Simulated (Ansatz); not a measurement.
An Ansatz (an electronic-structure program) run. Input:

Ansatz 0.2 input:
```yaml
crystal:
  lattice:
    - [0.0, 3.0820900191, 3.0820900191]
    - [3.0820900191, 0.0, 3.0820900191]
    - [3.0820900191, 3.0820900191, 0.0]
  atoms:
    - { symbol: Au, position: [0.0, 0.0, 0.0] }
    - { symbol: Au, position: [0.25, 0.25, 0.25] }
kpoints:
  mp_grid: { grid: [9, 9, 9] }
  band_path:
    path:
      - [[0.0, 0.0, 0.0], [0.5, 0.0, 0.5], [0.625, 0.25, 0.625]]  # Γ-X-U
      - [[0.375, 0.375, 0.75], [0.0, 0.0, 0.0], [0.5, 0.5, 0.5], [0.5, 0.25, 0.75], [0.5, 0.0, 0.5]]  # K-Γ-L-W-X
    npoints: 12
basis: { xc_grid: 2 }
hamiltonian:
  xc: pbe
  pseudopotentials: { azcp: { folder: ./paw }, kind: paw_fr }
magnetization: { noncollinear: true, spin_orbit: true }
scf:
  n_extra_bands: 12
  convergence: { dr2_threshold: 0.0000000001 }
  occupations: { method: gaussian, width: 0.05 }
output: { eigenvalues: true }
```

Output (shortened):

```
Pseudopotential: Au, paw, valence charge 19
Functional definition: PBE
non-collinear run that drives no moment, with spin-orbit …
Crystal: 2 atoms, lattice volume = 58.555 Å³
Basis set: ecut = 420 eV, 1139 PW (Γ), exchange–correlation on 60×60×60 points (8 copies of the dense FFT grid, shifted against one another)
Bands: 50, of which v1, the nominal top of the filled ones, is band 38 counted from 1 (37 counted from 0)
Symmetry: 48 space group operations + 48 with time reversal
k-points: 35 of 729
Projection manifold: j_resolved (fully-relativistic pseudo-atomic orbitals)
SCF iter   1: F=—  HF=-26376.542272 eV  |F-HF|=—  |Δ(HF+E_count)|=         —  Δρ=5.36e-2  dr2=1.99e0  dr2_m=0.00e0 (ungated)  ethr=3.10e-3  |M|=0.00e0 ∫|m|=0.00e0 μB  |m|>n=0.0e0 m-floor=0.0e0 τ_xc=0.0e0  β_m=0.30  ⟨swp⟩=7.9  Hψ=4115  notcnv=0  defer=52
preconditioner: auto → none
SCF iter   2: F=—  HF=-26376.035514 eV  |F-HF|=—  |Δ(HF+E_count)|=   5.07e-1  Δρ=1.39e-2  dr2=7.20e-2  dr2_m=0.00e0 (ungated)  ethr=3.10e-3  |M|=0.00e0 ∫|m|=0.00e0 μB  |m|>n=0.0e0 m-floor=0.0e0 τ_xc=0.0e0  β_m=0.33  ⟨swp⟩=2.1  Hψ=1495  notcnv=0  defer=204
SCF iter   3: F=—  HF=-26376.023938 eV  |F-HF|=—  |Δ(HF+E_count)|=   1.16e-2  Δρ=7.61e-3  dr2=1.54e-2  dr2_m=0.00e0 (ungated)  ethr=1.89e-4  |M|=0.00e0 ∫|m|=0.00e0 μB  |m|>n=0.0e0 m-floor=0.0e0 τ_xc=0.0e0  β_m=0.58  ⟨swp⟩=2.9  Hψ=1221  notcnv=0  defer=204
SCF iter   4: F=—  HF=-26376.021799 eV  |F-HF|=—  |Δ(HF+E_count)|=   2.14e-3  Δρ=4.81e-4  dr2=9.55e-5  dr2_m=0.00e0 (ungated)  ethr=4.05e-5  |M|=0.00e0 ∫|m|=0.00e0 μB  |m|>n=0.0e0 m-floor=0.0e0 τ_xc=0.0e0  β_m=0.72  ⟨swp⟩=2.0  Hψ=1432  notcnv=0  defer=204
SCF iter   5: F=—  HF=-26376.021796 eV  |F-HF|=—  |Δ(HF+E_count)|=   2.46e-6  Δρ=8.47e-5  dr2=1.29e-6  dr2_m=0.00e0 (ungated)  ethr=2.51e-7  |M|=0.00e0 ∫|m|=0.00e0 μB  |m|>n=0.0e0 m-floor=0.0e0 τ_xc=0.0e0  β_m=0.85  ⟨swp⟩=2.0  Hψ=1141  notcnv=0  defer=204
SCF iter   6: F=—  HF=-26376.021796 eV  |F-HF|=—  |Δ(HF+E_count)|=   4.45e-7  Δρ=4.38e-6  dr2=9.08e-9  dr2_m=0.00e0 (ungated)  ethr=3.41e-9  |M|=0.00e0 ∫|m|=0.00e0 μB  |m|>n=0.0e0 m-floor=0.0e0 τ_xc=0.0e0  β_m=0.93  ⟨swp⟩=2.1  Hψ=1197  notcnv=0  defer=204
SCF iter   7: F=—  HF=-26376.021796 eV  |F-HF|=—  |Δ(HF+E_count)|=   4.02e-9  Δρ=6.04e-7  dr2=1.70e-10  dr2_m=0.00e0 (ungated)  ethr=2.39e-11  |M|=0.00e0 ∫|m|=0.00e0 μB  |m|>n=0.0e0 m-floor=0.0e0 τ_xc=0.0e0  β_m=0.85  ⟨swp⟩=2.0  Hψ=1186  notcnv=0  defer=204
SCF iter   8: F=-26376.021796 eV  HF=-26376.021796 eV  |F-HF|=7.28e-12  |Δ(HF+E_count)|=  7.28e-12  Δρ=1.20e-7  dr2=6.80e-12  dr2_m=0.00e0 (ungated)  ethr=1.00e-12  |M|=0.00e0 ∫|m|=0.00e0 μB  |m|>n=0.0e0 m-floor=0.0e0 τ_xc=0.0e0  ⟨swp⟩=9.7  Hψ=2906  notcnv=0
SCF 1 converged in 8 iterations: F = -26376.021796 eV  dr2 = 6.80e-12
NSCF: frozen V_eff on 74 k-points
SCF converged after 8 iterations
Magnetization: |M| = 0.0000 μB,  M = (+0.0000, +0.0000, +0.0000) μB
Absolute magnetization: 0.0000 μB (∫|m|)
  site 0: m = (+0.0000, +0.0000, +0.0000) μB, |m| = 0.0000 μB  (R = 1.10 Å)
  site 1: m = (+0.0000, +0.0000, +0.0000) μB, |m| = 0.0000 μB  (R = 1.10 Å)
Free energy (F): -26376.021796 eV
Harris-Foulkes:  -26376.021796 eV  (|F-HF|=7.28e-12)
Internal energy: -26376.020833 eV  (E = F + TS)
E sigma→0 (E₀):  -26376.021315 eV
Entropy (-TS):   -0.000963 eV (-0.481 meV/atom)
Fermi energy:    9.290634 eV
--- Per-component energies (eV) ---
  E_band       = -816.627903
  E_kinetic    = 1146.900554
  E_local      = -5588.168290  (includes V_loc(G=0)·N_el)
  E_nonlocal   = 186.466600
  E_hartree    = 2371.001591
  E_xc         = -425.376513
  E_vxc        = -515.784514  (∫ρ·V_xc dr)
  E_paw        = -19524.143799  (= ΣΔE_a)
  E_vpaw       = -788.047659  (= ΣTr[D̂ρ^β])
  E_aug_tail   = 0.002411  (compensation charges beyond the density's cutoff)
  E_ewald      = -4542.703387
  E_smearing   = -0.000963  (= −TS)
  E_closure    = 0.000000  (closes the sum)
  Σ components = -26376.021796   (vs F -26376.021796, Δ=0.00e0)
  [band-id]    e_kinetic+e_local+e_nonlocal+2·e_hartree+e_vxc+e_vpaw+e_augmentation_tail = -816.627716   (vs E_band -816.627903, Δ=1.88e-4)
--- Band table (eV; the first three rows and the last of 35) ---
  k-point 0: bands = ["-95.0813", "-95.0813", "-95.0549", "-95.0549", "-58.7838", "-58.7838", "-58.7070", "-58.7070", "-42.3244", "-42.3244", "-42.3244", "-42.3244", "-42.1270", "-42.1270", "-42.1270", "-42.1270", "3.3320", "3.3320", "4.7225", "4.7225", …
  k-point 1: bands = ["-95.0807", "-95.0807", "-95.0555", "-95.0555", "-58.7822", "-58.7822", "-58.7088", "-58.7088", "-42.3266", "-42.3266", "-42.3187", "-42.3187", "-42.1328", "-42.1328", "-42.1248", "-42.1248", "3.4690", "3.4690", "4.6748", "4.6748", …
  k-point 2: bands = ["-95.0791", "-95.0791", "-95.0572", "-95.0572", "-58.7774", "-58.7774", "-58.7136", "-58.7136", "-42.3318", "-42.3318", "-42.3023", "-42.3023", "-42.1495", "-42.1495", "-42.1196", "-42.1196", "3.8292", "3.8292", "4.6363", "4.6363", …
  k-point 34: bands = ["-95.0699", "-95.0699", "-95.0664", "-95.0664", "-58.7508", "-58.7508", "-58.7406", "-58.7406", "-42.3343", "-42.3343", "-42.2376", "-42.2376", "-42.2148", "-42.2148", "-42.1175", "-42.1175", "4.4771", "4.4771", "4.5814", "4.5814", …
```

Cost: about 40 core-seconds (a rough figure) on shared cores.

Space group Fd-3m (diamond). The start of the workflow was typed in or built on a structure type; neither database checked (COD, Materials Project) lists it. It is not the phase usual at ambient conditions (space group No. 225). The PBE relaxation kept the symmetry of its start; its stability against distortions is not shown here.

Potentials: the earlier of the program's two PAW sets.

Ansatz is a plane-wave DFT program.
